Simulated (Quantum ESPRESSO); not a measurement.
# Zn3W3AlLi: one composition in several site orders

A calculation, not a measurement. The program is pw.x of Quantum ESPRESSO 7.5 (plane-wave density functional theory). The cell is made up: eight metal atoms on a face-centred cubic lattice, with elements, volume, strain and displacements drawn at random and not relaxed, so it may be unstable or far from any real phase. PseudoDojo standard norm-conserving files set the functional (PBE unless stated); there is no spin polarisation or spin-orbit coupling, the Fermi-Dirac width of 0.25 eV means electrons at about 2900 K, and the masses in the input are unused placeholders. Heavy elements are run without spin-orbit coupling, which real alloys of them have. A spin test at this wide smearing found no moment, but such smearing suppresses magnetism that the real alloy may have.

The runs put one composition on the sites in different orders. Cell, positions, cutoff, mesh and smearing stay as in the input of run 1; sites are counted in its order. Stress in the tables is positive in tension.

Input of run 1:

```
&control calculation='scf', pseudo_dir='./dojo.nc.sr.pbe.v0_5.standard.upf', outdir='./o', disk_io='minimal', tprnfor=.true., tstress=.true. /
&system ibrav=0, nat=8, ntyp=4, nbnd=66, ecutwfc=84.00895049, nosym=.true., tot_charge=0,
 occupations='smearing', smearing='fd', degauss=0.0183746611
/
&electrons conv_thr=1.470e-08, electron_maxstep=70, mixing_beta=0.5 /
ATOMIC_SPECIES
Al 1.0 Al.upf
Li 1.0 Li.upf
W 1.0 W.upf
Zn 1.0 Zn.upf
CELL_PARAMETERS angstrom
2.1327 4.1512 2.0616
2.0473 -4.133 2.1107
2.0203 0.0581 -6.1887
ATOMIC_POSITIONS angstrom
Zn -0.0047 0.0945 -0.0487
W 2.0052 -2.0113 0.0434
W 2.0794 0.0837 -1.956
W 4.0841 -2.0779 -1.9663
Zn 2.1016 -0.0302 2.0778
Al 2.1865 2.2242 0.08
Zn 4.1131 0.0419 0.0072
Li 4.1809 2.2906 -2.0536
K_POINTS automatic
5 5 4 1 1 1
```

```
run  elements on sites 1 to 8  free energy less that of run 1 (eV)  -TS (eV)  pressure (GPa)  stress xx (GPa)  stress yy (GPa)  stress zz (GPa)  stress yz (GPa)  stress xz (GPa)  stress xy (GPa)  iterations
  1      Zn W W W Zn Al Zn Li                                0.000    -1.254          -16.47            16.20            17.14            16.06            -3.55            -0.21            -2.50          12
  2      Zn W Al Li Zn W Zn W                               -0.389    -1.181          -17.22            18.37            14.43            18.87            -0.40            -0.87             1.34          12
  3      W Zn W Zn Al Zn W Li                                0.437    -1.260          -17.25            20.33            11.29            20.14             0.06            -0.34             1.39          12
  4      Zn W Zn W Al Zn Li W                                0.177    -1.194          -17.35            19.96            12.05            20.04            -1.14            -0.17             0.50          12
  5      W Li W Zn Zn Al W Zn                                0.134    -1.205          -17.23            20.21            12.07            19.42             0.59            -0.80             1.65          12
  6      Zn W W Zn W Li Zn Al                               -0.565    -0.959          -16.99            15.64            18.22            17.11             0.64            -0.88             1.37          12
```

Forces Fx Fy Fz (eV/Å):

| site | run 1 | run 2 | run 3 | run 4 | run 5 | run 6 |
| --- | --- | --- | --- | --- | --- | --- |
| 1 | -0.20 -0.03 0.28 | -0.03 0.07 0.22 | 0.08 -0.06 0.04 | -0.28 -0.12 0.28 | 0.08 -0.11 0.14 | 0.43 -0.04 -0.24 |
| 2 | 1.81 0.04 -1.46 | -0.96 -0.05 0.76 | 0.16 -0.03 -0.06 | -0.07 -0.16 0.25 | 0.08 0.00 0.03 | 0.32 0.05 0.36 |
| 3 | -0.21 0.03 -0.12 | -0.04 0.13 0.00 | -0.17 0.30 0.85 | 0.11 0.12 -0.19 | -0.28 0.29 0.90 | 0.54 -0.08 -1.08 |
| 4 | -1.01 0.09 1.04 | 0.11 0.02 -0.14 | -0.07 0.26 0.03 | -0.30 0.25 0.40 | -0.11 0.28 0.10 | 0.01 0.16 0.05 |
| 5 | -0.19 0.16 0.27 | 0.02 0.44 0.10 | -0.07 0.15 0.20 | -0.09 0.33 0.32 | 0.05 0.14 0.02 | -0.73 0.50 0.55 |
| 6 | -0.30 -0.28 -0.21 | 1.16 -0.43 -1.11 | 0.03 -0.39 -0.37 | -0.06 -0.15 -0.23 | -0.10 -0.42 -0.41 | -0.27 -0.25 -0.16 |
| 7 | 0.26 0.12 0.10 | -0.05 0.18 0.08 | 0.14 0.19 -0.69 | -0.08 0.19 0.04 | 0.34 0.21 -0.81 | -0.34 0.14 0.55 |
| 8 | -0.16 -0.12 0.10 | -0.21 -0.37 0.09 | -0.11 -0.42 0.01 | 0.77 -0.47 -0.86 | -0.08 -0.39 0.03 | 0.04 -0.48 -0.03 |

The sites are displaced and not relaxed, so the energy differences mix bonding between neighbours with strain and are not ordering energies. A rerun of one cell of this series at a higher cutoff and on a denser mesh moved values by no more than 0.009 eV in energy, 0.03 GPa in stress and 0.008 eV/Å in force, and a second program with other atomic files agreed on that cell to 2 % rms in force and 0.5 GPa in pressure.